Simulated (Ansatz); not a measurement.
# Computed properties of CuH₂

```
Cu H
1.0
     2.55765    0.00000    0.00000
    -1.27882    2.21499    0.00000
     0.00000    0.00000    4.87251
Cu H
1 2
Direct
  0.00000 0.00000 0.00000
  0.33333 0.66667 0.19960
  0.66667 0.33333 0.80040
```

Atom numbers follow the list: Cu1, H2, H3.

The cell was built from the CdI2 type and relaxed in the same program, and has space group P-3m1; it needn't be a known or the stable phase.

Methods: DFT, PBE, all-electron LAPW, scalar-relativistic (Ansatz 0.2.0); DFT, PBE, PAW with Ansatz's default frozen-core files, scalar-relativistic (Ansatz 0.2.0).

For LAPW: a Γ-centred 14×14×8 k mesh, Fermi–Dirac smearing of 0.05 eV, basis error target 1 meV/atom, no spin polarisation. PAW takes a cutoff of 420 eV at this cell. The Ansatz runs share mesh, smearing and spin set-up. Values come from LAPW unless marked.

```yaml
Pressure_at_this_cell: 0.01 GPa
Volume_per_atom: 9.20 Å³
```

**Question.** Give the computed value. Bader charges (from the PAW run).

**Answer.** Cu1 +0.48, H2 -0.24 e.

**Question.** Give the computed value. Löwdin charges (with 0.16 e of the cell spilling out of the atomic basis, so their sizes and signs hang on that basis).

**Answer.** Cu1 0.78, H2 -0.31 e.

**Question.** Band gap: what does the calculation give?

**Answer.** none: with an odd electron count and no spin polarisation the bands can't all be full, a metal in this set-up (spin order or a larger cell could open a gap).

**Question.** Give the computed value. Density of states at the Fermi level (0.2 eV bin).

**Answer.** 0.43 states/eV per cell.
